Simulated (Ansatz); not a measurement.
Q: Name crystals whose computed values (PBEsol (plane waves, PAW; program Ansatz)) fall in these windows: B₀ by P(V) fit (GPa) 200 to 260; Θ_D (K) 490 to 620.

A: 

| crystal | B₀ by P(V) fit (GPa) | Θ_D (K) |
|---|---|---|
| BeRh, CsCl type | 228 | 550 |
| TiFe, CsCl type | 210 | 546 |
| FeNi, L1₀ or tetragonal B2 | 210 | 513 |
| Si2W, MoSi2 or CaC2 type | 231 | 616 |
| SiNi3, Cu3Au type | 240 | 585 |
Others may fit too.

Spin orders computed, not proven ground states: FeNi, L1₀ or tetragonal B2 ferromagnetic. Standing as an ambient phase not checked: BeRh, CsCl type; TiFe, CsCl type; FeNi, L1₀ or tetragonal B2. Perhaps ordered models of mixed-site phases: BeRh, CsCl type. All cells were relaxed under the symmetry of their starts (and spin orders); stability against distortions was not tested throughout. Rows with no word on spin ran without spin polarisation. Spin–orbit coupling is left out wherever it is not named.

Potentials: the later of the program's two PAW sets.
